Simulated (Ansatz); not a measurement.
Sc$_{2}$BC$_{2}$:
```
CELL_PARAMETERS angstrom
     -1.66667     1.66667     5.32969
      1.66667    -1.66667     5.32969
      1.66667     1.66667    -5.32969
ATOMIC_POSITIONS crystal
  B  0.00000 0.00000 0.00000
  Sc 0.34753 0.34753 0.00000
  Sc 0.65247 0.65247 0.00000
  C  0.13855 0.13855 0.00000
  C  0.86145 0.86145 0.00000
```

Relaxed with r²SCAN.

Task: Map the valence electron density (e/Å³), cut off at 2 on the plane through (0.000, 0.000, 0.000) spanned by u = [1, 1, 0] and v = [1, -1, 0] in lattice vectors, from DFT-r²SCAN in the program Ansatz with PAW potentials.

Result: x is the fraction of u, y of v (the angle between them is 90°; rows are the nearest grid lines); atoms in the plane: B at (0.00, 0.00), B at (0.50, 0.50), Sc at (0.35, 0.00), Sc at (0.85, 0.50), Sc at (0.15, 0.50), Sc at (0.65, 0.00), C at (0.14, 0.00), C at (0.64, 0.50), C at (0.36, 0.50), C at (0.86, 0.00).
```
y \ x   0.000  0.100  0.175  0.275  0.375  0.450  0.550  0.625  0.725  0.825  0.900   1.00
------  -----  -----  -----  -----  -----  -----  -----  -----  -----  -----  -----  -----
1.00    0.227   1.84   1.72   1.36   2.00  0.208  0.208   2.00   1.36   1.72   1.84  0.227
0.917   0.532   1.35   1.31  0.750   2.00  0.151  0.151   2.00  0.750   1.31   1.35  0.532
0.833   0.364  0.573  0.580  0.219  0.916  0.110  0.110  0.916  0.219  0.580  0.573  0.364
0.750   0.166  0.253  0.298  0.159  0.313  0.179  0.179  0.313  0.159  0.298  0.253  0.166
0.708   0.118  0.240  0.389  0.195  0.427  0.268  0.268  0.427  0.195  0.389  0.240  0.118
0.625   0.078   1.03   2.00  0.347   1.10  0.635  0.635   1.10  0.347   2.00   1.03  0.078
0.542   0.073   2.00   2.00  0.536   1.70   1.17   1.17   1.70  0.536   2.00   2.00  0.073
0.458   0.073   2.00   2.00  0.536   1.70   1.17   1.17   1.70  0.536   2.00   2.00  0.073
0.375   0.078   1.03   2.00  0.347   1.10  0.635  0.635   1.10  0.347   2.00   1.03  0.078
0.292   0.118  0.240  0.389  0.195  0.427  0.268  0.268  0.427  0.195  0.389  0.240  0.118
0.250   0.166  0.253  0.298  0.159  0.313  0.179  0.179  0.313  0.159  0.298  0.253  0.166
0.167   0.364  0.573  0.580  0.219  0.916  0.110  0.110  0.916  0.219  0.580  0.573  0.364
0.0833  0.532   1.35   1.31  0.750   2.00  0.151  0.151   2.00  0.750   1.31   1.35  0.532
0.000   0.227   1.84   1.72   1.36   2.00  0.208  0.208   2.00   1.36   1.72   1.84  0.227
```

The density is the valence pseudo-density with augmentation charge, so density and ELF within about 1 Å of a nucleus are not all-electron values.

Space group I4/mmm. The workflow started from an entry of the Crystallography Open Database (COD). Whether it is the stable phase at ambient conditions was not checked. Symmetry was held in the r²SCAN relaxation; whether a distortion lowers the energy is not shown. No spin polarisation was allowed.

Potentials: the later of the program's two PAW sets.
